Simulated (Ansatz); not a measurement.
OsC:
```yaml
crystal:
  lattice:
    - [0.00000, 2.28296, 2.28296]
    - [2.28296, 0.00000, 2.28296]
    - [2.28296, 2.28296, 0.00000]
  atoms:
    - { symbol: Os, position: [0.00000, 0.00000, 0.00000] }
    - { symbol: C, position: [0.25000, 0.25000, 0.25000] }
```

Relaxed with PBEsol.

List the phonon frequencies at the special points (DFPT on a 5×5×5 q-mesh, Fourier-interpolated; DFT-PBEsol in the program Ansatz with PAW potentials).

In cm⁻¹; no LO–TO term at Γ, as the run had none.

```
q              frequencies
-  -----------------------
Γ        0 0 0 561 561 561
X  116 116 215 591 591 652
U   93 113 213 570 609 689
K   93 113 213 570 609 689
L    71 71 216 564 564 698
W  100 111 216 597 629 674
```

Space group F-43m (zinc blende). The start of the workflow was typed in or built on a structure type; neither database checked (COD, Materials Project) lists it. Whether it is the stable phase at ambient conditions was not checked. Symmetry was held in the PBEsol relaxation. At this level the phase is mechanically unstable. No spin polarisation was allowed. Its formation energy is positive at this level, so the cell may be metastable or incomplete. Spin–orbit coupling is left out wherever it is not named.

Potentials: the earlier of the program's two PAW sets. The files were generated under PBE; for other functionals the program regenerates the frozen cores, and for LDA and PBEsol the local potential too.
